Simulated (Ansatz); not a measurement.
A geometry of Ir away from equilibrium: step 18 of the relaxation of a relaxed Ir cell, doubled along one cell vector, shaken by Gaussian noise of σ = 0.08 Å a coordinate. These are PBE (plane waves to 420 eV, PAW, scalar-relativistic; Ansatz, a program for electronic structure) values and carry that method's errors. Γ-centred k-mesh 7×13×10 on the run's cell (coarser than for final values), Fermi–Dirac smearing 0.05 eV.

```
CELL_PARAMETERS angstrom
     -6.52183     5.30078     3.68142
      2.56549    -2.73203     0.75872
      2.55370     2.02483    -1.98464
ATOMIC_POSITIONS crystal
  Ir 0.44801 0.38557 0.51512
  Ir 0.94801 0.38557 0.51512
  Ir 0.94801 0.88557 0.01512
  Ir 0.44801 0.88557 0.01512
```

### Question
Which atoms carry the largest force, and which way does it point?

### Answer
No atom: all forces are below 0.005 eV/Å; only the cell is out of equilibrium.

### Question
What is the pressure?

### Answer
+9.1 GPa, compression positive.

### Question
How much energy per atom can still be gained by relaxing?

### Answer
0.04 eV/atom; the path ends in Fm-3m (No. 225) (fcc (Cu type)).

No spin polarisation in the result.

Of the parent cell (I4₁/amd (No. 141)): it is a generated cell of Ir: the first start was made by placing the elements on the sites of a structure type, and the end was not matched to a known phase here, so it may be hypothetical. Known forms of Ir include space group No. 225.
